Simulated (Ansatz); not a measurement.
BeSe (zinc blende)

```
BeSe
1.0
    0.00000     2.56446     2.56446
    2.56446     0.00000     2.56446
    2.56446     2.56446     0.00000
Se Be
1 1
Cartesian
  3.84668   3.84668   3.84668
  0.00000   0.00000   0.00000
```

The slice is a {111} plane (indices of the conventional cell) through the point (0.750, 0.750, 0.750) (fractional), spanned by u = [100] and v = [-1 2 0] in vectors of this cell: u (3.63 Å) and v (6.28 Å, at 90° to u). It covers one period; positions are fractions (u, v).

Calculation: PBEsol (plane waves to 420 eV, PAW, scalar-relativistic; Ansatz, a quantum-chemistry and plane-wave program). k mesh 11×11×11. Inside the PAW spheres the values are not all-electron values, and peaks at nuclei hang on which shells count as valence. BeSe was relaxed with its symmetry unable to fall.

Problem. Predict the map of the electron localisation function (ELF) on the slice.

Solution. 
```
|xxxx7788886622112266888877xx|
|7777888877441100114477888877|
|9999998866220000002266889999|
|9999997744110000001144779999|
|9999774411000000000011447799|
|7766442211112222221111224466|
|2222333344556666665544333322|
|1122447788888888888888774422|
|1133779999998888889999997733|
|2255889999997766779999998855|
|335588999988xxxxxx8899998855|
|224477999966xxxxxx6699997744|
|112266888877xxxxxx7788886622|
|0011447788887777778888774411|
|0000226688999999999988662200|
|0000114477999999999977441100|
|0000001144779999997744110000|
|2222111122446677664422111122|
|6666554433332222223333445566|
|8888888877442211224477888888|
|8888999999773311337799999988|
|6677999999885522558899999977|
|xxxx8899998855335588999988xx|
|xxxx6699997744224477999966xx|
```
Scale: ten equal steps from 0.03 (start of '0') to 0.86 (end of '9'), in the order '0123456789'. Values: electron localisation function (ELF). The map has 14 points along u (two characters each, u = 0 at the left) and 24 along v (v = 0 in the bottom row). Points within 0.4 Å of a nucleus are blanked (x), as the pseudised field means little there.
